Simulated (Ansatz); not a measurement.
LaBiS$_{2}$O in space group P4/nmm (No. 129; Pearson symbol tP10), plane-wave PAW r²SCAN+D4 (Ansatz code). The conduction-band minimum lies on the Γ–X line, 96 % of the way from Γ, with 4 equivalent valleys. Second derivatives d²E/dk² of the lowest band at one valley (eV·Å²), along Cartesian directions:

```csv
direction,d²E/dk²
[100],66.21
[010],58.15
[001],1.514
[110],61.42
[101],33.89
[011],29.90
```

Q: Find the principal effective masses, the density-of-states mass and the conductivity mass.

A: Off-diagonal terms follow from H_xy = H[110] − (H_xx + H_yy)/2, and m*/mₑ = 7.620 eV·Å² over each eigenvalue: 0.11, 0.13, 5.0. One valley's DOS mass (m₁m₂m₃)^(1/3) = 0.42, conductivity mass 3/(Σ 1/mᵢ) = 0.18 mₑ.

Q: What effective density of states Nc follows at 300 K for parabolic valleys?

A: Nc = 2.509e19 × 4 × (0.42)^(3/2) ≈ 2.7e19 cm⁻³.

The workflow started from a Materials Project entry (that database holds measured and hypothetical structures alike); the Crystallography Open Database copy checked does not list it. Its standing as an ambient phase is unchecked. Symmetry was held in the r²SCAN+D4 relaxation. At this level the phase is dynamically unstable (imaginary phonons). Scalar-relativistic: spin–orbit coupling is off unless named, which matters more the heavier the elements.

Potentials: the earlier of the program's two PAW sets.

Edges and masses are those of Kohn–Sham bands, whose gap is no quasiparticle gap.
